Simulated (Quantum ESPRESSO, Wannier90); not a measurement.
Wannierisation of TaS$_{2}$ (CdI2 type)

```
begin unit_cell_cart
ang
    3.3828601310    0.0000000000    0.0000000000
   -1.6914300655    2.9296428109    0.0000000000
    0.0000000000    0.0000000000    6.1679800000
end unit_cell_cart
begin atoms_frac
Ta   0.0000000000  0.0000000000  0.0000000000
S   -0.3333333333  0.3333333333 -0.2457200000
S    0.3333333333 -0.3333333333  0.2457200000
end atoms_frac
```

Materials Project entry mp-1690; symmetrised, unrelaxed at this level. COD (Crystallography Open Database) has the formula in 4 space groups, this one among them (matched by group alone). Computed values, not measurements, from PBEsol: Quantum ESPRESSO (norm-conserving PseudoDojo potentials, cutoff 47 Ry, spinors with spin-orbit coupling) on a Γ-centred 6×6×4 mesh, then Wannier90. Density: 12×12×6 mesh, cold smearing 0.01 Ry. The cell is built of weakly bound layers, chains or molecules, whose nearest atoms lie 3.70 Å apart. Database cells relaxed without dispersion often hold them too far apart, which can enlarge gaps and weakens couplings between them; spacing and stacking were not compared with the measured crystal.

Bands 9-12 form an isolated set from -14.79 to -12.52 eV relative to the Fermi level (on the path) and are turned into 4 Wannier functions by minimising the spread from the start: atomic waves S 3s.

Problem. Where do the functions sit, how wide are they and what are they made of?

Solution. 
```
functions  spread (Å²)  nearest atom, distance (Å)  second atom, distance (Å)            weight on atomic waves
---------  -----------  --------------------------  -------------------------  --------------------------------
4                 1.24                      S 0.20                    Ta 2.35  S 3s 78 %, Ta 5d 11 %, Ta 6s 8 %
```

Ω_I = 4.94 Å², Ω_total = 4.94 Å²; the interpolated bands follow pw.x to 0.7 meV rms on the path. Only this start was tried; a symmetric start can stop on a saddle, and mixtures of these functions could lower the total by at most Ω_total − Ω_I.
